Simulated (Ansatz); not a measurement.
This guess for Ge2F is about to be relaxed.

```cif
data_structure
_symmetry_space_group_name_H-M 'P 1'
_symmetry_Int_Tables_number 1
_cell_length_a 6.5415
_cell_length_b 6.5122
_cell_length_c 2.7337
_cell_angle_alpha 78.512
_cell_angle_beta 77.313
_cell_angle_gamma 24.175
_cell_volume 46.53
loop_
_atom_site_label
_atom_site_type_symbol
_atom_site_fract_x
_atom_site_fract_y
_atom_site_fract_z
_atom_site_occupancy
Ge1 Ge 0.34058 0.34058 0.65942 1
Ge2 Ge 0.65942 0.65942 0.34058 1
F1 F 0.00000 0.00000 0.00000 1
```

All numbers below come from DFT PBE, scalar-relativistic, plane waves, PAW (Ansatz). Cutoff 420 eV, Gaussian smearing, Γ-centred meshes. Cell and atoms relax first on a coarse mesh and then on a finer one. In between, the cell is made exact in the group found at 0.06 Å. In metals the finer mesh still leaves noise of several meV/atom or more. The steps can't lower the symmetry of their start. No spin polarisation.

A guess keeps its type if space group and coordination stay and the shape of the cell changes little (axis ratios within about 15 %, angles within 6°); the volume may change.

Q: Does it keep its structure type, or change into something else?

A: It doesn't keep its type. The symmetry stays Fmmm (No. 69). The volume per atom grows by 5.1 %, from 15.5 to 16.3 Å³. The shortest distance goes from 2.73 Å (F–F and Ge–Ge) to 2.42 Å (Ge–F). Counting neighbours within 15 % of an atom's shortest distance, the start has F 12, Ge 12 and the end F 4, Ge 2. In detail, at the end around Ge lie 2 F at 2.42 Å; F is surrounded by 4 Ge at 2.42 Å.

```
CELL_PARAMETERS angstrom
0.00000 2.57869 6.59068
1.43844 0.00000 6.59068
1.43844 2.57869 0.00000
ATOMIC_POSITIONS crystal
Ge 0.35200 0.35200 0.64800
Ge 0.64800 0.64800 0.35200
F 0.00000 0.00000 0.00000
```

Formation energies are uncorrected and refer to the elements' standard structures at the same level (F₂ as a molecule).

Q: At what energy does it end?

A: −0.52 eV/atom.

The last run used an 18×18×18 mesh for its 3-atom cell and Gaussian smearing of 0.10 eV. Weakly bound directions are ill-defined at this level, which has no dispersion term. An odd number of electrons in the primitive cell allows no gap without spin; a larger cell or a magnetic state could open one. A structure relaxed within its symmetry needn't be a true minimum. Another cell of Ge2F relaxed alike, in P4_2/nmc, lies 49 meV/atom lower, so this cell isn't the stable form at this level.
